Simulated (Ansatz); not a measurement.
## SbPt, one cell by several methods

```
Sb Pt
1.0
     4.13000    0.00000    0.00000
    -2.06500    3.57668    0.00000
     0.00000    0.00000    5.47200
Sb Pt
2 2
Direct
  0.33333 0.66667 0.25000
  0.66667 0.33333 0.75000
  0.00000 0.00000 0.00000
  0.00000 0.00000 0.50000
```

Atoms are numbered in the order listed.

Conventional cell: a = 4.130 Å, b = 4.130 Å, c = 5.472 Å, α = 90.00°, β = 90.00°, γ = 120.00°. Sb (atom 1) has 6 Pt at 2.75 Å as nearest neighbours. Pt (atom 3) is surrounded by 2 Pt at 2.74 Å and 6 Sb at 2.75 Å.

The cell is COD entry 1010041, as deposited and not checked against the literature; nothing was relaxed.

Spin–orbit coupling is left out, though it moves levels of the heavy atoms by tenths of an eV or more.

Methods: DFT, LDA, PAW with Ansatz's default frozen-core files, scalar-relativistic (Ansatz 0.2.0); DFT, LDA, all-electron LAPW, scalar-relativistic (Ansatz 0.2.0).

For PAW: a Γ-centred 11×11×8 k mesh, Fermi–Dirac smearing of 0.08 eV, cutoff 420 eV, no spin polarisation; the PAW files were made with PBE, and the program remakes their frozen cores for this functional. LAPW targets a basis error of 0.5 meV/atom. The Ansatz runs share mesh, smearing and spin set-up. Plane-wave (PAW) pressures include the program's estimate of the Pulay term.

Stress and pressure are positive in compression.

Levels count from the Fermi level.

PAW results:

| quantity | PAW |
| --- | --- |
| pressure (GPa) | -0.10 |
| stress xx (GPa) | 0.36 |
| stress zz (GPa) | -1.01 |
| highest filled level at L (eV) | -3.093 |
| lowest empty level at L (eV) | 0.377 |
| highest filled level at H (eV) | -1.762 |
| lowest empty level at H (eV) | 4.246 |
| highest filled level at K (eV) | -0.539 |
| lowest empty level at K (eV) | 0.727 |

(1) What does LAPW (all electrons) give for the same quantities?

Results:

(1) 
```
                      quantity    LAPW
                pressure (GPa)   -0.07
               stress xx (GPa)    0.39
               stress zz (GPa)   -0.99
highest filled level at L (eV)  -3.095
  lowest empty level at L (eV)   0.376
highest filled level at H (eV)  -1.764
  lowest empty level at H (eV)   4.245
highest filled level at K (eV)  -0.540
  lowest empty level at K (eV)   0.729
```
